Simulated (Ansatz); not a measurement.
input.yaml (Ansatz)

```yaml
crystal:
  lattice:
    - [0.0, 2.3194527664, 2.3194527664]
    - [2.3194527664, 0.0, 2.3194527664]
    - [2.3194527664, 2.3194527664, 0.0]
  atoms:
    - { symbol: Cr, position: [0.0, 1.0, 1.0], spin: 1.5 }
    - { symbol: Cr, position: [0.5, 0.5, 0.5], spin: -1.5 }
hamiltonian:
  xc: mr2scan
  pseudopotentials:
    kind: paw
    azcp:
      Cr: "pseudopotentials/Cr.paw.azcp"
basis:
  ecutwfc: 500
  fft_grid_basis: typed
kpoints:
  mp_grid: { grid: [19, 19, 19], shift: [0, 0, 0] }
magnetization:
  spin_polarized: true
scf:
  occupations: { method: fermi_dirac, width: 0.05 }
```

Output

```
Engine: ansatz 0.2.0, aarch64-unknown-linux-gnu
Pseudopotentials: kind: paw
Pseudopotential: Cr, paw, valence charge 14, recommended cutoff 500 eV (meta_gga) 
Functional definition: m-r2SCAN
  exchange = m_r2scan_x
  correlation = m_r2scan_c
Crystal: 2 atoms, lattice volume = 24.957 Å³
Basis set: ecut = 500 eV, 609 PW (Γ), exchange–correlation on 96×96×96 points (64 copies of the dense FFT grid, shifted against one another)
Bands: 20, of which v1, the nominal top of the filled ones, is band 14 counted from 1 (13 counted from 0)
Symmetry: 48 space group operations
Space group: Fm-3m (ITA 225), of the structure as read, at distance tolerance 2.9e-5 Å
Magnetic group: BNS 225.121 (UNI 1623), of the structure as read, at distance tolerance 2.9e-5 Å
k-points: 220 of 6859
Non-local potential: Cr, projectors of the file, l = 0: 3, l = 1: 2, l = 2: 3, l = 3: 1
PAW form: soft (Blöchl's): semilocal exchange-correlation on the pseudo side does not see the compensation charge
PAW frozen core: Cr, regenerated for the run's functional (the file was generated under x = pbe(κ = 0.804, μ = 0.2195149727645171), c = pbe(β = 0.06672455060314922))
PAW one-centre angular grid: Cr, 590 points (default); XC on 160 Gauss nodes
Initial density: superposition of atomic densities (chi_scale 0.1, normalization cell)
Starting moments: Σ|m| = 3 μB on 2 of 2 sites
Starting magnetic order: antiferromagnet; a translation exchanges its spin sublattices: spin-degenerate at every k-point
Initial wavefunctions: pseudopotential atomic-orbital guess
Functional: x = mr2scan, c = mr2scan; τ floored in thin density (d = 2e-4 eV/Å³)
SCF iter   1: F=—  HF=-6765.475159 eV  |F-HF|=—  |Δ(HF+E_count)|=         —  Δρ=9.26e-2 (↑9.26e-2 ↓9.26e-2)  dr2=6.55e0  dr2_τ=2.80e-2  dr2_m=1.40e-1  M=0.000 μB ∫|m|=1.975 μB  β_m=0.30  ethr=3.10e-3  ⟨swp⟩=3.9  Hψ=15903  notcnv=0
Mixer restart at iter 1: flushing history
spin=Collinear: Kerker preconditioning applied to the charge; magnetization (m = ρ↑ − ρ↓) channel mixes plain (no charge-response kernel on spin).
SCF iter   2: F=—  HF=-6762.893868 eV  |F-HF|=—  |Δ(HF+E_count)|=    2.58e0  Δρ=4.94e-2 (↑4.94e-2 ↓4.94e-2)  dr2=1.91e0  dr2_τ=2.26e-2  dr2_m=4.17e-2  M=0.000 μB ∫|m|=2.028 μB  β_m=0.30  ethr=3.10e-3  ⟨swp⟩=2.1  Hψ=9442  notcnv=0  defer=114  κ⁻¹=1.0e0(r=1)
SCF iter   3: F=—  HF=-6762.449977 eV  |F-HF|=—  |Δ(HF+E_count)|=   4.44e-1  Δρ=1.88e-2 (↑1.88e-2 ↓1.88e-2)  dr2=1.42e-1  dr2_τ=4.59e-3  dr2_m=1.55e-2  M=0.000 μB ∫|m|=1.929 μB  β_m=0.30  ethr=3.10e-3  ⟨swp⟩=3.0  Hψ=9583  notcnv=0  defer=107  κ⁻¹=1.7e-2(r=2)
SCF iter   4: F=—  HF=-6762.824879 eV  |F-HF|=—  |Δ(HF+E_count)|=         —  Δρ=6.73e-2 (↑6.73e-2 ↓6.73e-2)  dr2=6.20e-2  dr2_τ=3.24e-2  dr2_m=9.96e-1  M=0.000 μB ∫|m|=0.624 μB  β_m=0.30  ethr=5.07e-4  ⟨swp⟩=2.7  Hψ=7027  notcnv=0  defer=88
Mixer restart at iter 4: flushing history
...
SCF iter  19: F=-6762.730366 eV  HF=-6762.730366 eV  |F-HF|=3.64e-12  |Δ(HF+E_count)|=  2.46e-11  Δρ=1.40e-7 (↑1.40e-7 ↓1.40e-7)  dr2=1.48e-12  dr2_τ=1.73e-13  dr2_m=3.19e-12  M=0.000 μB ∫|m|=0.000 μB  ethr=1.00e-12  ⟨swp⟩=2.0  Hψ=8166  notcnv=0
SCF 1 converged in 19 iterations: F = -6762.730366 eV  dr2 = 1.48e-12
WARN: the starting moments were not kept: the SCF closed with an absolute magnetisation of 9.3e-6 μB, where they sum to 3 μB in size (2 sites). That is at most 0.1 of that sum. Measured as dr2_m measures the in/out step, that magnetisation stands 4.2e-11 eV from none, at or under the dr2_threshold of 1.0e-7 eV: it is no larger than a step whose dr2_m would equal this threshold. The system may hold no moment; this SCF shows only that its start led to no more than that. To try another start: raise the starting moments (crystal.atoms[].spin, magnetization.per_species, magnetization.initial_magnetization, or on a non-collinear deck that types none of these the spinor_matrix: blocks that start its atoms; where the total moment is fixed, keep their sum and leave initial_magnetization as it is; typed ones take the place of any that the run laid by itself, positive ones on a crystal's lanthanoids without a Hubbard term where scf.initial_density.shell_occupations: [] is typed) or, if the notice of its spin-set hold's release reads "site moments contracting" or "site moments show no strong build", lengthen the hold (scf.mixing.spin_hold: { on: { confirm: 4 } }; for m-r²SCAN on two components see the key's manual first). Each may lead to a state that holds a moment. A second SCF, from the converged charge density, with the starting moments and any scf.initial_density.shell_occupations laid on it anew, would have followed, and was not run: the deck does not ask for one (magnetization.retry_lost_moments is false, the default). To let it run, set magnetization.retry_lost_moments: true and run the deck again, where that key's refused combinations let it; where memory then withholds it, that run's warning says so.
SCF converged after 19 iterations
Magnetization: 0.0000 μB (14.0000 up, 14.0000 down)
Absolute magnetization: 0.0000 μB (∫|ρ↑−ρ↓|, with the PAW one-centre terms)
Spin contamination: 0.0000 ħ² per cell (⟨S²⟩ above its minimum at these occupations)
Per-site moments (μB) at R_I (Å): [(-4.254230101054277e-6, 0.9567742661399999), (4.254230101054277e-6, 0.9567742661399999)]
Free energy (F): -6762.730366 eV
Harris-Foulkes:  -6762.730366 eV  (|F-HF|=3.64e-12)
Internal energy: -6762.709605 eV  (E = F + TS)
E sigma→0 (E₀):  -6762.719985 eV
Entropy (-TS):   -0.020761 eV (-10.381 meV/atom)
Fermi energy:    17.807491 eV
--- Per-component energies (eV) ---
  E_band       = -363.546719
  E_kinetic    = 690.987706
  E_local      = -2619.243722  (includes V_loc(G=0)·N_el)
  E_nonlocal   = 163.942863
  E_hartree    = 1138.919496
  E_xc         = -274.594293
  E_vxc        = -399.950628  (∫ρ·V_xc dr)
  E_paw        = -2409.728917  (= ΣΔE_a)
  E_vpaw       = -502.599248  (= ΣTr[D̂ρ^β])
  E_aug_tail   = 0.000428  (compensation charges beyond the density's cutoff)
  E_vtau       = 25.476936  (kinetic-family band-sum trace: ∫τ·v_τ [+ j·A + Jᵃ·Aᵃ] dr)
  E_ewald      = -3452.448512
  E_core_change = -0.544655  (= ΣΔE_core)
  E_smearing   = -0.020761  (= −TS)
  E_closure    = -0.000000  (closes the sum)
  Σ components = -6762.730366   (vs F -6762.730366, Δ=0.00e0)
--- Band table (eV; the first three rows and the last of 440) ---
  k-point 0 ↑: bands = ["-56.8457", "-56.3117", "-27.1395", "-27.1395", "-27.1395", "-26.3022", "-26.3022", "-26.3022", "9.8102", "14.1799", "14.1799", "14.7318", "14.7318", "14.7318", "20.5823", "20.5823", "20.5823", "21.7288", "21.7288", "29.2898"]
  k-point 1 ↑: bands = ["-56.8419", "-56.3152", "-27.1356", "-27.1344", "-27.1344", "-26.3102", "-26.3086", "-26.3086", "9.8818", "14.2141", "14.2141", "14.7187", "14.7724", "14.7724", "20.5433", "20.5535", "20.5535", "21.6450", "21.6450", "29.3463"]
  k-point 2 ↑: bands = ["-56.8307", "-56.3256", "-27.1241", "-27.1194", "-27.1194", "-26.3339", "-26.3275", "-26.3275", "10.0943", "14.3165", "14.3165", "14.6828", "14.8928", "14.8928", "20.4306", "20.4667", "20.4667", "21.4031", "21.4031", "29.3769"]
  k-point 219 ↓: bands = ["-56.5768", "-56.5646", "-27.3889", "-27.3683", "-26.8050", "-26.7129", "-26.1644", "-26.1496", "14.1513", "14.4315", "15.2490", "15.3099", "17.1290", "17.6321", "18.6206", "18.7398", "19.7271", "19.8614", "21.3749", "21.5724"]
```
